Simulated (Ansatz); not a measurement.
Relaxed candidate structures of AlNi:

A. Imma (No. 74), oI8; a = 3.255 Å, b = 3.663 Å, c = 7.970 Å, α = 90.00°, β = 90.00°, γ = 90.00°; Al 4e (0.000, 0.250, 0.380); Ni 4e (0.000, 0.750, 0.124); non-magnetic

B. P4/mmm (No. 123), tP2; a = 2.5622 Å, b = 2.5622 Å, c = 4.5770 Å, α = 90.00°, β = 90.00°, γ = 90.00°; Al 1b (0.000, 0.000, 0.500); Ni 1a (0.000, 0.000, 0.000); non-magnetic

C. P4/nmm, origin choice 1 (No. 129), tP4, AFLOW prototype AB_tP4_129_c_c (B11, as in TiCu); a = b = 3.0609 Å, c = 5.2424 Å, α = β = γ = 90.00°; Al 2c (0.000, 0.500, 0.340); Ni 2c (0.500, 0.000, 0.143); non-magnetic

D. Immm (No. 71), oI4; a = 2.630 Å, b = 4.098 Å, c = 4.873 Å, α = 90.00°, β = 90.00°, γ = 90.00°; Ni 2b (0.500, 0.000, 0.000); Al 2d (0.000, 0.500, 0.000); non-magnetic

E. Pbcm (No. 57), oP8; a = 5.0184 Å, b = 4.5188 Å, c = 4.2949 Å, α = β = γ = 90.00°; Al 4d (0.661, 0.064, 0.250); Ni 4d (0.145, 0.072, 0.250); non-magnetic

F. Fd-3m, origin choice 1 (No. 227), cF16, AFLOW prototype AB_cF16_227_a_b (B32, as in NaTl); a = b = c = 5.785 Å, α = β = γ = 90.00°; Al 8b (0.500, 0.500, 0.500); Ni 8a (0.000, 0.000, 0.000); non-magnetic

Task: Rank these by energy per atom (lowest first), as r2SCAN (plane waves to 500 eV, PAW, scalar-relativistic; Ansatz, an electronic-structure program) gives it.

Result: A (reference), E (+0.13 eV/atom), C (+0.17 eV/atom), F (+0.25 eV/atom), D (+0.44 eV/atom), B (+1.15 eV/atom)

The lowest structure calculated, Pm-3m, cP2, CsCl type, non-magnetic, is not among these; it lies 0.09 eV/atom below the lowest of them. Probably no minimum, since a slightly shaken restart fell lower: P4/nmm, tP4, AFLOW prototype AB_tP4_129_c_c (B11, as in TiCu), non-magnetic (by 0.02 eV/atom, to Pmmn); Immm, oI4, non-magnetic (by 0.26 eV/atom, to R-3m); Fd-3m, cF16, AFLOW prototype AB_cF16_227_a_b (B32, as in NaTl), non-magnetic (by 0.25 eV/atom, to Imma). 1 run with a doubtful electronic state, a coarser numerical grid, an end not at rest or a source that can't be used is left out. Each run could gain symmetry but not lose that of its start, so entries can be saddle points. All of these are generated cells (placed on structure types, drawn at random, substituted or restacked) that were not matched to a known phase here. Each structure is listed in the lowest spin state found for it. Energies are at zero temperature and pressure, without zero-point motion. No spin polarisation in the result. A magnetic state may lie lower.
